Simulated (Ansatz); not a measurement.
The elements of this relaxed trial crystal are hidden behind letters.

```
lattice vectors (Å)
  -2.8601    2.8601    2.8601
   2.8601   -2.8601    2.8601
   2.8601    2.8601   -2.8601
fractional positions
X 0.3865 0.3865 0.3865
X 0.0000 0.0000 0.6135
X 0.0000 0.6135 0.0000
X 0.6135 0.0000 0.0000
Z 0.0000 0.5000 0.5000
Z 0.5000 0.0000 0.5000
Z 0.5000 0.5000 0.0000
```

Level of theory: Ansatz 0.2.0, DFT PBE, scalar-relativistic, plane waves, PAW. The final run on the 7-atom cell used 420 eV, a Γ-centred 10×10×10 mesh, 0.10 eV smearing and no spin polarisation.

| Property | Result |
| --- | --- |
| Space group | I-43m (No. 217) |
| Conventional cell | a = 5.720 Å |
| Volume per atom | 13.37 Å³ |
| Density | 13.31 g/cm³ |
| Formation energy | −0.06 eV/atom |
| Gap on the 10×10×10 mesh of the 7-atom cell | 0 eV (a metal) |

Energies are uncorrected and count from the elements' standard states at the same level.

Question: X is a d-block element of period 6 and Z is a p-block element of period 2. Which elements are they?

Answer: X = Hf, Z = C, so the formula is Hf4C3. Density times volume gives a mean mass of 13.31 × 13.37/1.6605 = 107.2 u per atom, and this set has 107.1 u. Hf is surrounded by 3 C at 2.35 Å, 3 C at 2.72 Å and 9 Hf at 3.00–3.13 Å; C has 4 Hf at 2.35 Å, 4 Hf at 2.72 Å and 4 C at 2.86 Å. Other sets within the hints have nearly the same mass, so mass alone doesn't settle it; this one was computed.

Spin–orbit coupling, which can matter for Hf, is left out. A structure relaxed within its symmetry needn't be a true minimum.
